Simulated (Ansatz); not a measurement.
The calculation used DFT r2SCAN, scalar-relativistic, plane waves, PAW (Ansatz).

Structure of Na:

```
Na
1.0
     3.76700    0.00000    0.00000
    -1.88350    3.26232    0.00000
     0.00000    0.00000    6.15400
Na
2
Cartesian
  0.0000 2.1749 1.5385
  1.8835 1.0874 4.6155
```

Plane waves to 500 eV, a k mesh through Γ of 15×15×8 on the computed 2-atom cell and Gaussian smearing (0.10 eV); no spin polarisation.

Levels along Γ–M–K–Γ–A–L–H–A | L–M | H–K, in eV from the Fermi level, sorted by energy at each point. Points in fractions of the primitive reciprocal vectors: Γ (0.000 0.000 0.000), M (0.500 0.000 0.000), K (0.333 0.333 0.000), A (0.000 0.000 0.500), L (0.500 0.000 0.500), H (0.333 0.333 0.500).
```
point k (1/Å, with 2π) band 9  band 10  band 11  band 12
    Γ             0.000   -3.48     0.48     1.14    10.63
    -             0.138   -3.40     0.55     1.21     9.16
    -             0.275   -3.16     0.77     1.44     7.43
    -             0.413   -2.76     1.13     1.80     5.81
    -             0.550   -2.21     1.64     2.25     4.36
    -             0.688   -1.52     2.29     2.35     3.51
    -             0.825   -0.68     1.40     3.10     3.98
    M             0.963    0.18     0.43     4.02     4.09
    -             1.042    0.20     0.46     4.04     4.11
    -             1.122    0.28     0.53     4.12     4.18
    -             1.201    0.40     0.66     4.20     4.24
    -             1.281    0.57     0.83     3.58     4.42
    -             1.360    0.79     1.05     2.90     4.65
    -             1.440    1.05     1.31     2.21     4.93
    K             1.519    1.28     1.62     1.62     5.25
    -             1.678    0.22     2.20     2.31     3.98
    -             1.837   -0.88     2.84     2.90     3.18
    -             1.996   -1.80     2.03     2.57     4.36
    -             2.154   -2.53     1.35     2.01     5.73
    -             2.313   -3.05     0.86     1.53     7.29
    -             2.472   -3.37     0.57     1.24     9.02
    Γ             2.631   -3.48     0.48     1.14    10.63
    -             2.704   -3.45     0.15     1.51    10.65
    -             2.777   -3.39    -0.35     2.12    10.33
    -             2.850   -3.27    -0.83     2.79     9.47
    -             2.923   -3.12    -1.28     3.51     8.56
    -             2.996   -2.92    -1.69     4.27     7.64
    -             3.068   -2.67    -2.06     5.06     6.75
    A             3.141   -2.39    -2.39     5.89     5.89
    -             3.279   -2.31    -2.31     5.95     5.95
    -             3.417   -2.08    -2.08     6.12     6.12
    -             3.554   -1.69    -1.69     6.18     6.18
    -             3.692   -1.15    -1.15     5.09     5.09
    -             3.829   -0.47    -0.47     3.76     3.76
    -             3.967    0.34     0.34     2.55     2.55
    L             4.104    1.03     1.03     1.73     1.73
    -             4.184    1.05     1.05     1.75     1.75
    -             4.263    1.13     1.13     1.82     1.82
    -             4.343    1.25     1.25     1.94     1.94
    -             4.422    1.41     1.41     2.09     2.09
    -             4.502    1.63     1.63     2.26     2.26
    -             4.581    1.89     1.89     2.37     2.37
    H             4.660    2.14     2.14     2.29     2.29
    -             4.819    1.21     1.21     2.99     2.99
    -             4.978    0.16     0.16     3.96     3.96
    -             5.137   -0.74    -0.74     5.12     5.12
    -             5.296   -1.46    -1.46     6.33     6.33
    -             5.455   -1.97    -1.97     6.19     6.19
    -             5.614   -2.28    -2.28     5.97     5.97
    A             5.772   -2.39    -2.39     5.89     5.89
    L             5.772    1.03     1.03     1.73     1.73
    -             5.845    0.86     1.04     1.75     1.93
    -             5.918    0.67     0.90     2.01     2.24
    -             5.991    0.50     0.75     2.37     2.61
    -             6.064    0.36     0.61     2.78     3.01
    -             6.137    0.26     0.51     3.24     3.44
    -             6.210    0.20     0.45     3.71     3.85
    M             6.283    0.18     0.43     4.02     4.09
    H             6.283    2.14     2.14     2.29     2.29
    -             6.356    2.02     2.10     2.10     2.60
    -             6.429    1.79     2.00     2.00     2.96
    -             6.502    1.61     1.88     1.88     3.35
    -             6.575    1.46     1.77     1.77     3.79
    -             6.647    1.36     1.69     1.69     4.26
    -             6.721    1.30     1.64     1.64     4.78
    K             6.793    1.28     1.62     1.62     5.25
```

This form isn't the element's structure at ambient conditions.

Cost: 1 run of about 1.6 core-minutes, on Intel Xeon Platinum 8488C (Sapphire Rapids) (shared hosts).